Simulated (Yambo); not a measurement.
BSE-type run in Yambo on AgCl (space group Cmcm, No. 63) under isotropic strain of -0.7 % on all lattice vectors, at zero momentum.

Quantum ESPRESSO step (PBEsol, PseudoDojo standard norm-conserving files, scalar-relativistic):
```
&CONTROL
  calculation = 'nscf'
  pseudo_dir = './pseudo'
  outdir = './out'
/
&SYSTEM
  ibrav = 0
  nat = 4
  ntyp = 2
  ecutwfc = 82.0
  ecutrho = 328.0
  occupations = 'fixed'
  force_symmorphic = .true.
  nbnd = 60
/
&ELECTRONS
  conv_thr = 4e-09
  diago_full_acc = .true.
  diago_thr_init = 1e-08
/
ATOMIC_SPECIES
Cl 35.4500 Cl.upf
Ag 107.8682 Ag.upf
CELL_PARAMETERS angstrom
  1.834206298078  -5.394586986522   0.000000000000
  1.834206298078   5.394586986522   0.000000000000
  0.000000000000   0.000000000000   3.818078952689
ATOMIC_POSITIONS crystal
Cl   0.864268483700   0.135731516300   0.250000000000
Cl   0.135731516300   0.864268483700   0.750000000000
Ag   0.398735255700   0.601264744300   0.750000000000
Ag   0.601264744300   0.398735255700   0.250000000000
K_POINTS automatic
4 4 4 0 0 0
```

Yambo input:
```
rim_cut
optics
bse
bss
dipoles
em1s
RandQpts= 1000000
RandGvec= 1 Ry
FFTGvecs= 40 Ry
Chimod= "HARTREE"
BSKmod= "SEX"
BSEmod= "resonant"
BSSmod= "hs"
BSENGexx= 15 Ry
BSENGBlk= 4 Ry
% KfnQP_E
 1.496 | 1.0 | 1.0 |
%
% BSEQptR
 1 | 1 |
%
% BSEBands
 11 | 31 |
%
% BEnRange
 0.0 | 10.1 | eV
%
% BDmRange
 0.15 | 0.15 | eV
%
BEnSteps= 202
% BLongDir
 1.0 | 0.0 | 0.0 |
%
BSHayTrs= -0.02
BSSNEig= 24
WRbsWF
% BndsRnXs
 9 | 56 |
%
NGsBlkXs= 4 Ry
% LongDrXs
 1.0 | 1.0 | 1.0 |
%
```

From the report:

The dimension is k points × valence × conduction bands = 64 × 16 × 5 = 5120.
```
   [SLEPC] Approach                          : Krylov-Schur
   [SLEPC] Number of requested eigenvalues   :  24
   [SLEPC] Number of eigenvalues        [NEV]:  24
    [K] Dimension                                    :   5120
    [K] Bands                                        :  11  31
    [K] Exchange res                                 : yes
    [K] Correlation res                              : yes
    [K] W interaction is bare                        : no
    [K] RL vectors exchange                          :   489
    [K] RL vectors correlation                       :   77
    [W] Matrix size                                  :   77
    [W] Bands                                        :    9   56
    [W] Coulomb Cutoff                               : none
    [W] Hxc Kernel                                   : HARTREE
```

Spin-orbit coupling is not included.

Geometry strained from the cell relaxed with PBEsol, atoms relaxed again.

This is not the ordinary phase of the substance; no match was found in the copy of COD used, and its stability was not checked.
